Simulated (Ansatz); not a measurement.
Here is the system:

Cd$_{2}$TeSe:
```
Cd2TeSe
1.0
    4.45311     0.00000     0.00000
    0.00000     4.45311     0.00000
    0.00000     0.00000     6.26337
Cd Te Se
2 1 1
Direct
  0.50000   0.00000   0.76758
  0.00000   0.50000   0.23242
  0.00000   0.00000   0.50000
  0.50000   0.50000   0.00000
```

This is the PBEsol-relaxed structure. Tensor components refer to the Cartesian frame of this cell.

### Question
All from PBEsol in the plane-wave PAW code Ansatz, unless another level is named. Predict the hole effective mass with spin–orbit coupling.

### Answer
0.038, 0.038, 0.59 mₑ (principal values).

### Question
Next, the gap with spin–orbit coupling?

### Answer
0.18 eV.

### Question
What about the hole effective mass, band 1 of 2 at the edge?

### Answer
3.3 along x, 0.63 along z (mₑ).

### Question
Give the band gap.

### Answer
0.40 eV (direct).

### Question
Predict the weight of the conduction-edge state by species (Voronoi cells).

### Answer
Cd 67 %, Se 19 %, Te 14 %.

Space group P-4m2. The first step of the workflow began from a Materials Project structure, measured or hypothetical; the Crystallography Open Database copy checked does not list it. Whether it is the stable phase at ambient conditions was not checked. Symmetry was held in the PBEsol relaxation; of distortions, only those at the zone centre were tested. Spin–orbit coupling is left out wherever it is not named.

Potentials: the later of the program's two PAW sets.
